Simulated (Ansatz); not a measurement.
CoIrN$_{2}$:
```xyz
4
Lattice="1.3483 0.7785 6.0592 -1.3483 0.7785 6.0592 0.0000 -1.5569 6.0592" Properties=species:S:1:pos:R:3 pbc="T T T"
Co     0.0000     0.0000     9.0888
Ir     0.0000     0.0000     0.0000
N      0.0000     0.0000    16.2484
N      0.0000     0.0000     1.9291
```
The run is spin-polarised; directions of the spins, atom by atom: 0 0 0 0.

Relaxed with PBEsol (plane waves, PAW; program Ansatz). Indices refer to the conventional cell of R-3m, a = b = 2.6967 Å, c = 18.1775 Å, α = β = 90.00°, γ = 120.00°.

Problem. Simulate the powder diffraction pattern (Fe Kα, λ = 1.93735 Å; lines above 1 %) up to 2θ = 90°.

Solution. Simulated powder pattern, Fe Kα, λ = 1.93735 Å (kinematic, ideal powder, no thermal factors, no anomalous dispersion; the 30 strongest lines at most, above 1 %, up to 2θ = 90°):

```json
[
 {"2θ (°)": "18.40", "d (Å)": "6.059", "I/Imax (%)": "76", "hkl": "(0003)"},
 {"2θ (°)": "37.29", "d (Å)": "3.030", "I/Imax (%)": "63", "hkl": "(0006)"},
 {"2θ (°)": "49.44", "d (Å)": "2.316", "I/Imax (%)": "36", "hkl": "(1 0 -1 1)"},
 {"2θ (°)": "50.71", "d (Å)": "2.262", "I/Imax (%)": "100", "hkl": "(0 1 -1 2)"},
 {"2θ (°)": "55.59", "d (Å)": "2.077", "I/Imax (%)": "61", "hkl": "(1 0 -1 4)"},
 {"2θ (°)": "57.32", "d (Å)": "2.020", "I/Imax (%)": "8.4", "hkl": "(0009)"},
 {"2θ (°)": "59.07", "d (Å)": "1.965", "I/Imax (%)": "11", "hkl": "(0 1 -1 5)"},
 {"2θ (°)": "67.81", "d (Å)": "1.736", "I/Imax (%)": "11", "hkl": "(1 0 -1 7)"},
 {"2θ (°)": "73.00", "d (Å)": "1.629", "I/Imax (%)": "38", "hkl": "(0 1 -1 8)"},
 {"2θ (°)": "79.51", "d (Å)": "1.515", "I/Imax (%)": "9.0", "hkl": "(0 0 0 12)"},
 {"2θ (°)": "84.95", "d (Å)": "1.434", "I/Imax (%)": "28", "hkl": "(1 0 -1 10)"}
]
```

The start of the workflow was typed in or built on a structure type; neither database checked (COD, Materials Project) lists it. Whether it is the stable phase at ambient conditions was not checked. The cell was relaxed with PBEsol under the symmetry of its start; whether a distortion lowers the energy is not shown. The final state is ferromagnetic, the only order run, not a proven ground state. Its formation energy is positive at this level, so the cell may be metastable or incomplete. No Hubbard U is applied. Point labels and valley counts follow the cell and symmetry of the run, lower than the named group. Spin–orbit coupling is left out wherever it is not named.

Potentials: the later of the program's two PAW sets.
